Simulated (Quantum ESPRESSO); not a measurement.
# Mo6HfTa: different elements on one site, starting from this cell

Computed values, not a measurement. The program is pw.x of Quantum ESPRESSO 7.5 (plane-wave density functional theory). The cell is made up: eight metal atoms on a hexagonal close-packed lattice, with elements, volume, strain and displacements drawn at random and not relaxed, so it may be unstable or far from any real phase. PseudoDojo standard norm-conserving files set the functional (PBE unless stated); there is no spin polarisation or spin-orbit coupling, the Fermi-Dirac width of 0.25 eV means electrons at about 2900 K, and the masses in the input are unused placeholders. The tin pseudopotential is less sure than most, with forces differing by about three percent from a second method on plain tin. Heavy elements are run without spin-orbit coupling, which real alloys of them have. A spin test at this wide smearing found no moment, but such smearing suppresses magnetism that the real alloy may have.

The runs put different elements on site 8. Cell, positions, cutoff, mesh and smearing stay as in the input of run 1; sites are counted in its order. Stress in the tables is positive in tension.

Input of run 1:

```
&control calculation='scf', pseudo_dir='./dojo.nc.sr.pbe.v0_5.standard.upf', outdir='./o', disk_io='minimal', tprnfor=.true., tstress=.true. /
&system ibrav=0, nat=8, ntyp=3, nbnd=73, ecutwfc=84.00895049, nosym=.true., tot_charge=0,
 occupations='smearing', smearing='fd', degauss=0.0183746611
/
&electrons conv_thr=1.470e-08, electron_maxstep=70, mixing_beta=0.5 /
ATOMIC_SPECIES
Hf 1.0 Hf.upf
Mo 1.0 Mo.upf
Ta 1.0 Ta.upf
CELL_PARAMETERS angstrom
-0.0408 -0.038 -4.5971
-0.0635 5.1209 0.0421
5.8758 -0.0733 0.0522
ATOMIC_POSITIONS angstrom
Mo -0.0452 0.0536 0.0111
Mo 2.9559 -0.0306 0.0713
Hf 1.4426 2.5896 0.0893
Ta 4.2899 2.4753 -0.0167
Mo 0.0673 1.717 -2.3115
Mo 2.8992 1.6925 -2.2906
Mo 1.3507 4.2055 -2.3545
Mo 4.3854 4.254 -2.0724
K_POINTS automatic
5 5 4 1 1 1
```

| run | elements on sites 1 to 8 | -TS (eV) | pressure (GPa) | stress xx (GPa) | stress yy (GPa) | stress zz (GPa) | stress yz (GPa) | stress xz (GPa) | stress xy (GPa) | iterations |
| --- | --- | --- | --- | --- | --- | --- | --- | --- | --- | --- |
| 1 | Mo Mo Hf Ta Mo Mo Mo Mo | -2.314 | 0.02 | 0.64 | 1.96 | -2.65 | -0.43 | -0.31 | -0.11 | 21 |
| 2 | Mo Mo Hf Ta Mo Mo Mo Sn | -1.981 | 6.16 | -2.70 | -2.76 | -13.02 | 0.76 | 0.00 | -0.93 | 19 |
| 3 | Mo Mo Hf Ta Mo Mo Mo Ga | -2.016 | -1.31 | 3.66 | 3.94 | -3.67 | 0.18 | -0.09 | -0.49 | 20 |
| 4 | Mo Mo Hf Ta Mo Mo Mo Ru | -2.292 | -3.62 | 3.98 | 5.79 | 1.10 | -0.69 | -0.06 | -0.56 | 21 |
| 5 | Mo Mo Hf Ta Mo Mo Mo Pd | -2.111 | -1.90 | 2.74 | 5.04 | -2.10 | -0.26 | 0.02 | -0.82 | 22 |

Forces Fx Fy Fz (eV/Å):

| site | run 1 | run 2 | run 3 | run 4 | run 5 |
| --- | --- | --- | --- | --- | --- |
| 1 | -0.17 0.17 -0.05 | 0.82 0.54 0.42 | 0.16 0.20 0.07 | -0.11 0.10 -0.11 | 0.42 0.35 0.03 |
| 2 | 0.25 0.11 -0.11 | -0.46 0.42 0.23 | 0.09 0.15 -0.03 | 0.25 0.14 -0.17 | -0.14 0.31 -0.03 |
| 3 | -0.53 -0.04 -1.47 | -0.54 -0.52 -1.27 | -0.50 -0.50 -1.28 | -0.45 -0.21 -1.38 | -0.43 -0.39 -1.33 |
| 4 | 0.86 -0.31 0.68 | 0.85 -0.90 1.35 | 0.88 -0.04 0.76 | 0.93 0.15 0.40 | 0.93 -0.12 0.60 |
| 5 | -0.78 -0.26 0.35 | -0.49 -0.24 0.32 | -0.89 -0.44 0.37 | -0.98 -0.23 0.42 | -0.96 -0.35 0.45 |
| 6 | 0.55 -0.60 0.25 | 0.16 -0.55 0.39 | 0.48 -0.65 0.42 | 0.67 -0.61 0.37 | 0.51 -0.74 0.43 |
| 7 | 0.23 0.85 0.95 | 0.35 1.26 0.93 | 0.13 1.30 0.96 | 0.13 0.88 1.02 | 0.20 1.09 1.05 |
| 8 | -0.40 0.07 -0.59 | -0.69 0.00 -2.37 | -0.35 -0.02 -1.27 | -0.44 -0.21 -0.54 | -0.53 -0.15 -1.20 |

Energies are left out, as each element's file has its own zero. A rerun of one cell of this series at a higher cutoff and on a denser mesh moved values by no more than 0.005 eV in energy, 0.05 GPa in stress and 0.013 eV/Å in force, and a second program with other atomic files agreed on that cell to 2 % rms in force and 0.5 GPa in pressure.